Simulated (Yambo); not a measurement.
Yambo run on NaVO$_{2}$F$_{2}$ (space group P2_1, No. 4). The wavefunctions are PBEsol (Quantum ESPRESSO, PseudoDojo norm-conserving, 88 Ry, without SOC) ones on a 2×4×2 mesh (48 occupied bands); a = 6.5629 Å, b = 3.5755 Å, c = 7.3216 Å, α = γ = 90.00°, β = 110.05°.

Yambo input:

```
rim_cut
gw0
dyson
el_el_corr
HF_and_locXC
ppa
em1d
RandQpts= 1000000
RandGvec= 1 Ry
EXXRLvcs= 88 Ry
VXCRLvcs= 352 Ry
Chimod= "HARTREE"
% BndsRnXp
 5 | 194 |
%
NGsBlkXp= 6 Ry
% LongDrXp
 1.0 | 1.0 | 1.0 |
%
PPAPntXp= 27.2114 eV
% GbndRnge
 1 | 135 |
%
GTermKind= "none"
DysSolver= "n"
ExtendOut
% QPkrange
 4 | 4 | 48 | 48 |
 7 | 7 | 49 | 49 |
 8 | 8 | 48 | 49 |
%
```

k points by index: 4 = (0, 0.25, -0.5), 7 = (-0.5, 0, 0), 8 = (-0.5, 0, -0.5).

Resulting energies as the program prints them:

```
#    K-point    Band    Eo [eV]    E [eV]    E-Eo [eV]    Vxc [eV]    Vnlxc [eV]    Sc|Eo [eV]    Sc|E [eV]    dSc/dw|Eo [eV]    Re(Z)    Im(Z)
#
    4    48    0.000000    -0.146300    -0.146300    -19.95576    -25.06780    4.920641    4.965740    -8.379412    0.764559    -0.001619
    7    49    2.073415    4.212874    2.139460    -22.62519    -15.54045    -4.289217    -4.945283    -8.343703    0.765327    -0.001618
    8    48    -0.467010    -0.657988    -0.190978    -19.14831    -24.00258    4.602707    4.663298    -8.625954    0.759299    -0.001747
    8    49    2.080342    4.220291    2.139949    -22.64574    -15.56653    -4.282497    -4.939261    -8.350675    0.765177    -0.001620
```
(The two width columns are left out.) Convergence of these settings isn't established.

Geometry of the Materials Project entry, not relaxed at this level.

The runs are not spin-polarised; magnetic order was not tried.
